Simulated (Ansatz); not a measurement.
**4 guesses for CoBr4 and where they end**

Level of theory: Ansatz, DFT PBE, scalar-relativistic, plane waves, PAW. Settings: cutoff 420 eV, Γ-centred meshes spaced at most about 0.3 Å⁻¹, and about 0.25 Å⁻¹ or finer for metals (2π included), Gaussian smearing. Collinear spin in cells that started with moments and kept them past the coarse steps, no spin elsewhere.

Each guess was relaxed in cell and atoms at zero pressure, within the symmetry of its start. All energies are static (0 K, no zero-point motion). Coordination counts Br atoms around Co (those within 1.25 times the shortest such distance or 1.15 times the sum of covalent radii).

```tsv
guess	made from	start group	V start (Å³/atom)	end group	V end (Å³/atom)	coordination at the end	gap on mesh (eV)	largest moment (μB)	E over the lowest end (meV/atom)
1	random cell	I4/mmm	32.5	?	?	?	?	?	?
2	SnI4 type	P-43m	36.2	P-43m	45.6	Co 4	0.30	2.7	0
3	CrGa4 type	Im-3m	30.2	Im-3m	26.9	Co 8	0	2.4	512
4	random cell	Pm-3m	33.4	Pm-3m	24.8	Co 6	0	1.8	349
```

Guess 1 as it starts:

Space group I4/mmm (No. 139). a = 5.469 Å, b = 5.469 Å, c = 10.858 Å, α = 90.00°, β = 90.00°, γ = 90.00°
```json
{"atom": "Co", "site": "2b", "symmetry": "4/mmm", "x": "0.5000", "y": "0.5000", "z": "0.0000"}
{"atom": "Br", "site": "8f", "symmetry": "..2/m", "x": "0.7500", "y": "0.2500", "z": "0.2500"}
```

**Question.** Predict the end of this guess and its energy over the lowest end.

**Answer.** It ends in space group I4/mmm (No. 139), with a = 6.230 Å, c = 6.994 Å, 27.1 Å³/atom and no gap, with moments up to 2.4 μB. It lies 0.50 eV/atom over the lowest end, above guess 4 and below guess 3. Counting Br atoms around Co, this end has Co 8 and the lowest (guess 2) has Co 4.

```cif
data_structure
_symmetry_space_group_name_H-M 'I4/mmm'
_symmetry_Int_Tables_number 139
_cell_length_a 6.2303
_cell_length_b 6.2303
_cell_length_c 6.9943
_cell_angle_alpha 90.000
_cell_angle_beta 90.000
_cell_angle_gamma 90.000
_cell_volume 271.50
loop_
_atom_site_label
_atom_site_type_symbol
_atom_site_symmetry_multiplicity
_atom_site_Wyckoff_symbol
_atom_site_fract_x
_atom_site_fract_y
_atom_site_fract_z
_atom_site_occupancy
Co1 Co 2 b 0.00000 0.00000 0.50000 1
Br1 Br 8 f 0.75000 0.25000 0.25000 1
```

Formation energies are uncorrected and refer to the elements' standard structures at the same level. The references include crystalline Br.

**Question.** Is the lowest end bound against the elements?

**Answer.** Yes: its formation energy is −0.183 eV/atom. A negative formation energy is needed for stability but isn't enough: competing phases decide.

The k mesh leaves some 4 meV/atom of noise in the energy of each metallic cell. No dispersion correction is applied, so the spacing and binding between layers, chains or molecules are poorly described (P-43m), and this can change margins and order among such cells. Kohn–Sham gaps at this level usually fall short of measured ones. In such compounds of Co a zero gap at this level may well be an artefact, since no Hubbard U is applied. The reference form of Br is held partly by dispersion forces, which this level lacks. Another magnetic order may lie lower. Cells relaxed within their symmetry can be saddle points. A lower structure may well exist outside this small set. Some candidate types were left out of the draw beforehand, so a known form may be missing.
